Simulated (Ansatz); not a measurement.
HfC (CsCl type, Pm-3m) at seven volumes, DFT-r²SCAN in the program Ansatz with PAW potentials, scaled uniformly. One row is withheld.

| V (Å³/atom) | P (GPa) |
|---|---|
| 10.949 | 24.63 |
| 11.310 | 15.12 |
| 11.671 | 6.98 |
| 12.032 | 0.00 |
| 12.393 | ? |
| 12.754 | -11.16 |
| 13.115 | -15.61 |

Fit the shown pressures and predict the withheld one.

Third-order Birch–Murnaghan: P = (3/2)B₀(x^(7/2) − x^(5/2))[1 + (3/4)(B′ − 4)(x − 1)] with x = (V₀/V)^(2/3). Least squares on the six rows gives V₀ = 12.032 Å³/atom, B₀ = 215.6 GPa, B′ = 4.06. At V = 12.393, x = 0.9805 and P = -6.00 GPa. The run itself gave -6.00 GPa.

The cell is a constructed one: a structure type filled with these elements; neither database checked (COD, Materials Project) lists it. It is not the phase usual at ambient conditions (space group No. 225). Symmetry was held in the r²SCAN relaxation. At this level the phase is mechanically unstable. No spin polarisation was allowed. Scalar-relativistic: spin–orbit coupling is off unless named, which matters more the heavier the elements.

Potentials: the later of the program's two PAW sets.
